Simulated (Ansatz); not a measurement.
**WS2 with Ta replacing W: field gradients at two levels of theory**

Cell: a supercell of WS2 (space group P6_3/mmc) built from a structure deposited in the COD, with the ions relaxed around the defect (PBE).

```
CELL_PARAMETERS angstrom
6.36000 0.00000 0.00000
-3.18000 5.50792 0.00000
0.00000 0.00000 12.50000
ATOMIC_POSITIONS crystal
Ta 0.16667 0.33333 0.25000
W 0.16777 0.83389 0.25000
W 0.66611 0.33223 0.25000
W 0.66611 0.83389 0.25000
W 0.33333 0.16667 0.75000
W 0.33333 0.66666 0.75000
W 0.83334 0.16667 0.75000
W 0.83333 0.66667 0.75000
S 0.16667 0.33333 0.62492
S 0.16677 0.83338 0.62495
S 0.66662 0.33323 0.62495
S 0.66662 0.83338 0.62495
S 0.33530 0.16470 0.12355
S 0.33530 0.67061 0.12355
S 0.82939 0.16470 0.12355
S 0.83333 0.66667 0.12501
S 0.16667 0.33333 0.87508
S 0.16677 0.83338 0.87505
S 0.66662 0.33323 0.87505
S 0.66662 0.83338 0.87505
S 0.33530 0.16470 0.37645
S 0.33530 0.67061 0.37645
S 0.82939 0.16470 0.37645
S 0.83333 0.66667 0.37499
```

Sites (sets of like atoms) are named by element and the number of their first atom in this list.

First run. Computed with Ansatz: DFT, PBE, plane waves and PAW, scalar-relativistic, 420 eV cutoff, Γ-centred 4×4×2 k-points, Fermi–Dirac smearing 0.01 eV, cell charge +1.

```tsv
site	atom	V_zz (10²¹ V/m²)	η
Ta	1	-17.18	0.00
W2	2	-17.20	0.41
W5	5	-16.06	0.00
W8	8	-15.65	0.00
S9	9	-4.24	0.00
S10	10	-4.06	0.00
S13	13	-4.48	0.62
S16	16	-4.60	0.00
```

Second run. The same atoms and settings, except that the functional is r2SCAN and the cutoff is 500 eV.

**Question.** What does the second run give?

**Answer.** 

```json
{"site": "Ta", "atom": "1", "V_zz": "-16.78", "η": "0.00", "change of V_zz": "+0.40"}
{"site": "W2", "atom": "2", "V_zz": "-17.09", "η": "0.41", "change of V_zz": "+0.11"}
{"site": "W5", "atom": "5", "V_zz": "-15.84", "η": "0.00", "change of V_zz": "+0.22"}
{"site": "W8", "atom": "8", "V_zz": "-15.44", "η": "0.00", "change of V_zz": "+0.21"}
{"site": "S9", "atom": "9", "V_zz": "-4.26", "η": "0.00", "change of V_zz": "-0.02"}
{"site": "S10", "atom": "10", "V_zz": "-4.08", "η": "0.00", "change of V_zz": "-0.02"}
{"site": "S13", "atom": "13", "V_zz": "-4.41", "η": "0.66", "change of V_zz": "+0.07"}
{"site": "S16", "atom": "16", "V_zz": "-4.67", "η": "0.00", "change of V_zz": "-0.07"}
```

The largest change of V_zz is on Ta, from -17.18 to -16.78. In per cent, |V_zz| changes by -2 on Ta, -1 on W, -2 to +1 on S (all sites that start above 2).

The run isn't spin-polarised, and a state with spin may lie lower. The defect repeats with the cell of 24 atoms, so it feels its images: sites between two images don't show the values beside a lone defect, and zeros or small values of η there can come from the images' arrangement. S and W carry a gradient in the pure host already, so the values there aren't the defect's effect alone. The relaxation keeps the site symmetry -6m2 of the start, so the impurity can't leave its site; a distortion that would localise the partly filled state isn't explored. A uniform background compensates the cell's charge. The defect cell has no gap above 0.1 eV on its mesh, so the values can hang on the smearing and the k-mesh. Without spin–orbit coupling the gradients at and beside Ta and W can be off by some per cent, at some sites by more. With these PAW files V_zz is typically within 2 to 3 % of all-electron values, but misses above 10 % occur on Ta.
